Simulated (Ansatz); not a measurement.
Tl (hcp (Mg type)), relaxed with LDA (Ansatz, a program for electronic structure, plane waves, PAW): a = 3.3893 Å, b = 3.3893 Å, c = 5.4785 Å, α = 90.00°, β = 90.00°, γ = 120.00°.

**Question.** The same phase is relaxed and computed with PBE+D3(BJ) in the same code. What is the cell now?

**Answer.** a = b = 3.4939 Å, c = 5.5895 Å, α = β = 90.00°, γ = 120.00°.

All cells were relaxed under the symmetry of their starts (and spin orders); stability against distortions was not tested throughout. Scalar-relativistic: spin–orbit coupling is off unless named, which matters more the heavier the elements.

Potentials: the earlier of the program's two PAW sets. The files were generated under PBE; for other functionals the program regenerates the frozen cores, and for LDA and PBEsol the local potential too.

Ansatz is a plane-wave DFT program.
